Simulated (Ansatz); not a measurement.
Given:

Al2O3:
Space group Ia-3 (No. 206); a = 8.8857 Å, b = 8.8857 Å, c = 8.8857 Å, α = 90.00°, β = 90.00°, γ = 90.00°

| atom | site | symmetry | x | y | z |
|---|---|---|---|---|---|
| Al | 8b | .-3. | 0.2500 | 0.2500 | 0.2500 |
| Al | 24d | 2.. | 0.0000 | 0.2500 | 0.4623 |
| O | 48e | 1 | 0.1109 | 0.3403 | 0.1139 |
(The calculation used a cell of 40 atoms; values per cell refer to that cell.)

This is the r²SCAN-relaxed structure.

### Question
All from DFT-r²SCAN in the program Ansatz with PAW potentials, unless another level is named. Give the highest zone-centre frequency (without LO–TO term).

### Answer
824 cm⁻¹.

### Question
Predict the Debye temperature from the elastic constants.

### Answer
972 K.

### Question
What about the elastic constants (relaxed ions, GPa)?

### Answer
C11 = 448, C12 = 129, C44 = 131.

A made-up cell: these elements were put on the sites of a structure type; the Crystallography Open Database copy checked does not list it. It is not the phase usual at ambient conditions (space group No. 167). Symmetry was held in the r²SCAN relaxation; of distortions, only those at the zone centre were tested.

Potentials: the later of the program's two PAW sets.
